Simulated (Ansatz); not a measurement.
**Band table of HfB**

```yaml
crystal:
  lattice:
    - [0.00000, 2.31000, 2.31000]
    - [2.31000, 0.00000, 2.31000]
    - [2.31000, 2.31000, 0.00000]
  atoms:
    - { symbol: Hf, position: [0.50000, 0.50000, 0.50000] }
    - { symbol: B, position: [0.00000, 0.00000, 0.00000] }
```

The base volume is that of a database entry, with shape and atoms relaxed on PAW files at held volume, so it needn't be at zero pressure; the structure needn't be the stable phase, at rest or compressed.

Computed with Ansatz 0.2.0; functional PBE, scalar-relativistic. Settings: a Γ-centred 13×13×13 k mesh, Fermi–Dirac smearing of 0.05 eV, no spin polarisation. Methods: LAPW: all electrons, basis error target 1 meV/atom.

Spin–orbit coupling is left out, which matters for the heavy atoms.

Path points, in fractions of the reciprocal vectors: Γ (0.000, 0.000, 0.000), X (0.500, 0.000, 0.500), U (0.625, 0.250, 0.625), K (0.375, 0.375, 0.750), L (0.500, 0.500, 0.500), W (0.500, 0.250, 0.750). The distance column jumps between branches of the path. Levels in eV from the Fermi level; bands 14 to 27, counted from the lowest band of the run. The gap is zero, the pressure 29.7 GPa.

```
# k(1/Å) point b14 b15 b16 b17 b18 b19 b20 b21 b22 b23 b24 b25 b26 b27
0.000 Γ -9.85 -9.85 -9.85 -9.85 -9.76 -9.76 -9.76 -9.56 2.18 2.18 2.18 4.05 4.05 4.05
0.194 - -9.85 -9.85 -9.85 -9.85 -9.76 -9.76 -9.76 -9.36 1.93 1.96 1.96 2.00 4.28 4.53
0.389 - -9.85 -9.84 -9.84 -9.84 -9.77 -9.77 -9.77 -8.80 0.16 1.30 1.67 1.67 4.52 5.58
0.583 - -9.84 -9.83 -9.83 -9.83 -9.79 -9.78 -9.78 -8.00 -1.27 0.56 1.56 1.56 4.88 6.77
0.777 - -9.83 -9.82 -9.82 -9.81 -9.80 -9.79 -9.79 -7.19 -2.06 -0.12 1.69 1.69 5.32 7.72
0.971 - -9.82 -9.82 -9.81 -9.81 -9.80 -9.79 -9.79 -6.76 -1.99 -0.66 1.97 1.97 5.76 8.10
1.166 - -9.82 -9.82 -9.82 -9.80 -9.79 -9.79 -9.79 -6.71 -1.32 -1.00 2.29 2.29 6.09 8.00
1.360 X -9.82 -9.82 -9.82 -9.79 -9.79 -9.79 -9.79 -6.74 -1.11 -0.92 2.43 2.43 6.21 7.87
1.429 - -9.82 -9.82 -9.82 -9.79 -9.79 -9.79 -9.79 -6.72 -1.12 -0.92 2.33 2.42 6.34 7.85
1.497 - -9.82 -9.82 -9.82 -9.79 -9.79 -9.79 -9.79 -6.66 -1.16 -0.95 2.09 2.40 6.69 7.78
1.566 - -9.83 -9.82 -9.82 -9.80 -9.79 -9.79 -9.79 -6.56 -1.24 -0.98 1.75 2.40 7.20 7.67
1.635 - -9.83 -9.82 -9.82 -9.80 -9.79 -9.79 -9.79 -6.42 -1.37 -1.03 1.38 2.45 7.51 7.81
1.703 - -9.83 -9.82 -9.81 -9.81 -9.80 -9.79 -9.79 -6.25 -1.57 -1.08 1.00 2.58 7.32 7.98
1.772 - -9.83 -9.82 -9.81 -9.81 -9.80 -9.79 -9.79 -6.06 -1.83 -1.14 0.64 2.82 7.10 8.00
1.841 U -9.84 -9.82 -9.82 -9.81 -9.80 -9.79 -9.79 -5.84 -2.15 -1.19 0.30 3.15 6.84 8.00
2.674 K -9.84 -9.82 -9.82 -9.81 -9.80 -9.79 -9.79 -5.84 -2.15 -1.19 0.30 3.15 6.84 8.00
2.880 - -9.84 -9.83 -9.81 -9.81 -9.80 -9.79 -9.78 -5.21 -3.17 -1.28 -0.48 4.64 5.95 7.84
3.086 - -9.85 -9.83 -9.82 -9.80 -9.79 -9.79 -9.77 -5.46 -3.24 -1.20 -0.85 4.98 6.43 7.39
3.292 - -9.86 -9.83 -9.82 -9.80 -9.80 -9.79 -9.77 -6.60 -2.23 -0.87 -0.76 4.06 6.61 6.74
3.498 - -9.86 -9.84 -9.82 -9.81 -9.80 -9.78 -9.77 -7.75 -0.94 -0.25 -0.19 3.27 5.28 6.01
3.704 - -9.86 -9.84 -9.84 -9.83 -9.78 -9.77 -9.76 -8.70 0.46 0.62 0.83 2.68 4.07 5.27
3.910 - -9.86 -9.85 -9.85 -9.85 -9.77 -9.76 -9.76 -9.33 1.60 1.73 2.28 2.30 3.48 4.51
4.116 Γ -9.85 -9.85 -9.85 -9.85 -9.76 -9.76 -9.76 -9.56 2.18 2.18 2.18 4.05 4.05 4.05
4.284 - -9.86 -9.85 -9.85 -9.85 -9.76 -9.76 -9.76 -9.41 1.67 2.08 2.08 3.05 3.05 4.32
4.453 - -9.86 -9.84 -9.84 -9.84 -9.77 -9.77 -9.76 -8.98 0.67 1.30 1.30 3.06 3.06 4.71
4.621 - -9.87 -9.83 -9.83 -9.83 -9.78 -9.78 -9.76 -8.31 -0.42 0.38 0.38 3.64 3.64 5.04
4.789 - -9.87 -9.82 -9.82 -9.82 -9.79 -9.79 -9.76 -7.48 -1.49 -0.37 -0.37 4.45 4.45 5.42
4.957 - -9.88 -9.82 -9.82 -9.81 -9.79 -9.79 -9.76 -6.55 -2.49 -0.93 -0.93 5.36 5.36 5.97
5.126 - -9.88 -9.82 -9.82 -9.80 -9.78 -9.78 -9.76 -5.62 -3.42 -1.27 -1.27 6.16 6.16 6.78
5.294 L -9.88 -9.82 -9.82 -9.80 -9.78 -9.78 -9.76 -5.02 -4.01 -1.39 -1.39 6.50 6.50 7.56
5.431 - -9.88 -9.83 -9.82 -9.80 -9.78 -9.78 -9.76 -4.90 -4.12 -1.34 -1.32 6.28 6.47 7.44
5.569 - -9.87 -9.83 -9.82 -9.80 -9.78 -9.78 -9.77 -4.57 -4.41 -1.27 -1.14 5.92 6.24 7.27
5.706 - -9.86 -9.83 -9.82 -9.80 -9.78 -9.78 -9.78 -4.76 -4.05 -1.22 -0.88 5.65 5.76 7.31
5.843 - -9.85 -9.83 -9.82 -9.79 -9.79 -9.79 -9.78 -5.11 -3.40 -1.22 -0.64 5.30 5.53 7.48
5.981 - -9.83 -9.83 -9.82 -9.80 -9.79 -9.79 -9.78 -5.39 -2.69 -1.26 -0.57 5.12 5.50 7.69
6.118 - -9.83 -9.82 -9.81 -9.81 -9.79 -9.79 -9.79 -5.57 -1.96 -1.30 -0.79 5.31 5.52 7.85
6.256 W -9.82 -9.82 -9.82 -9.81 -9.79 -9.79 -9.79 -5.64 -1.32 -1.32 -1.27 5.53 5.53 7.89
6.353 - -9.82 -9.82 -9.82 -9.81 -9.79 -9.79 -9.79 -5.71 -1.34 -1.27 -1.11 4.88 6.15 7.89
6.450 - -9.82 -9.82 -9.82 -9.81 -9.79 -9.79 -9.79 -5.91 -1.34 -1.20 -0.67 4.25 6.71 7.89
6.547 - -9.82 -9.82 -9.82 -9.80 -9.79 -9.79 -9.79 -6.16 -1.30 -1.12 -0.03 3.67 7.17 7.71
6.644 - -9.82 -9.82 -9.82 -9.80 -9.79 -9.79 -9.79 -6.39 -1.25 -1.04 0.72 3.17 7.40 7.51
6.741 - -9.82 -9.82 -9.82 -9.79 -9.79 -9.79 -9.79 -6.58 -1.18 -0.98 1.49 2.77 6.94 7.72
6.838 - -9.82 -9.82 -9.82 -9.79 -9.79 -9.79 -9.79 -6.70 -1.13 -0.93 2.15 2.52 6.45 7.84
6.936 X -9.82 -9.82 -9.82 -9.79 -9.79 -9.79 -9.79 -6.74 -1.11 -0.92 2.43 2.43 6.21 7.87
```
